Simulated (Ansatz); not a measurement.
Input:

Sr2RuO4:
```
Sr2RuO4
1.0
   -1.91497     1.91497     6.34194
    1.91497    -1.91497     6.34194
    1.91497     1.91497    -6.34194
Sr Ru O
2 1 4
Direct
  0.35259   0.35259   0.00000
  0.64741   0.64741   0.00000
  0.00000   0.00000   0.00000
  0.83731   0.83731   0.00000
  0.16269   0.16269   0.00000
  0.50000   0.00000   0.50000
  0.00000   0.50000   0.50000
```

This is the PBEsol-relaxed structure. Cartesian axes are those of the cell as given.

Problem. All from PBEsol in the plane-wave PAW code Ansatz, unless another level is named. Predict the Young's modulus.

Solution. 179 GPa.

Problem. And the elastic constants (relaxed ions, GPa)?

Solution. C11 = 264, C12 = 139, C13 = 76.2, C33 = 256, C44 = 64.3, C66 = 59.0.

Space group I4/mmm. The workflow started from a Materials Project entry (that database holds measured and hypothetical structures alike); the Crystallography Open Database files this formula in space group No. 139, but the cells were not matched. Whether it is the stable phase at ambient conditions was not checked. The cell was relaxed with PBEsol under the symmetry of its start; of distortions, only those at the zone centre were tested. The workflow began spin-polarised and lost its moments. As this level gives no gap, shear constants depend on the k-mesh and smearing (Fermi–Dirac, 0.1 eV here).

Potentials: the later of the program's two PAW sets.
